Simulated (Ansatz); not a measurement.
Straining TiSi2

These are results of DFT r2SCAN, scalar-relativistic, plane waves, PAW (Ansatz 0.2.0), not measurements. (500 eV cutoff, 10×4×10 k-mesh, Gaussian smearing of 0.10 eV, no spin polarisation)

The relaxed crystal:

```xyz
12
Lattice="3.5284 0.0000 0.0000 0.0000 13.5109 0.0000 0.0000 0.0000 3.5646" Properties=species:S:1:pos:R:3 pbc="T T T"
Ti    1.7642    8.1494    2.6734
Ti    0.0000   12.1169    0.8911
Ti    0.0000    1.3940    2.6734
Ti    1.7642    5.3615    0.8911
Si    1.7642   12.7231    2.6734
Si    0.0000    7.5432    0.8911
Si    0.0000   10.1357    2.6734
Si    1.7642   10.1306    0.8911
Si    0.0000    5.9677    2.6734
Si    1.7642    0.7878    0.8911
Si    1.7642    3.3803    2.6734
Si    0.0000    3.3752    0.8911
```

Deformation: all cell vectors scaled alike, the atoms relaxed, all within the symmetry that the strain leaves. Energies are extrapolated to zero smearing. Stress is positive in compression, on the Cartesian axes of the cell above.

Strains computed: -2.0, +2.0 %.

Q: At which strain does the energy stand 20.8 meV/atom over the relaxed crystal with σxx = -7.86, σyy = -5.55, σzz = -8.49 GPa?

A: +2.0 %.

This form isn't the usual stable structure of the compound.